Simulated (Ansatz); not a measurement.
**HfN: zone-centre modes at 20 GPa**

Level of theory: DFT PBE, scalar-relativistic, plane waves, PAW (Ansatz 0.2.0). Cutoff 420 eV, 16×16×16 k-points (Γ-centred), Fermi-Dirac smearing of 0.15 eV. No spin polarisation. Phonons by linear response, acoustic sum rule imposed.

The cell, relaxed at 20 GPa:
```
Hf N
1.0
     0.00000    2.22473    2.22473
     2.22473    0.00000    2.22473
     2.22473    2.22473    0.00000
Hf N
1 1
Direct
  0.00000 0.00000 0.00000
  0.50000 0.50000 0.50000
```

In a metal, frequencies and elastic constants depend on the k mesh and the smearing, soft modes and shear constants most. Spin polarisation was left out, and a magnetic state may lie lower. Spin–orbit coupling is left out, which can shift energies with elements as heavy as these. Other phases may be more stable at this pressure.

Optical modes at Γ; i marks an imaginary frequency:
| frequency (THz) | degeneracy |
| --- | --- |
| 16.23 | 3 |

All 3 optical modes at Γ are real: no displacement of atoms at fixed cell lowers the energy to second order. Strains and modes at other wave vectors aren't tested by this run.

Cost: 1 run of about 0.56 core-minutes, on Intel Xeon Platinum 8488C (Sapphire Rapids) (shared hosts).